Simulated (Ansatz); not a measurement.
With PBE (plane waves, PAW; program Ansatz), BAs in the cubic phase (Pm-3n; B on 6c, As on 6d) relaxes to a = 5.922 Å. Its formation energy from the elements is 0.23 eV/atom, with no fitted shifts.

The Kohn–Sham gap is 0.57 eV (indirect). The valence maximum lies at Γ and the conduction minimum on the Γ–X line, 83 % of the way from Γ (6 equivalent valleys). Gap from PBE with spin–orbit coupling: 0.52 eV. The electron mass is 0.34, 0.34, 0.67 mₑ (principal values).

An equation-of-state fit gives a bulk modulus of 991 kbar.

The start of the workflow was typed in or built on a structure type; neither database checked (COD, Materials Project) lists it. It is not the phase usual at ambient conditions (space group No. 216). The PBE relaxation kept the symmetry of its start; its stability against distortions is not shown here. Its formation energy is positive at this level, so the cell may be metastable or incomplete. The references are the lowest solids computed at this level, not always the standard phases. Spin–orbit coupling is left out wherever it is not named.

Potentials: the later of the program's two PAW sets.
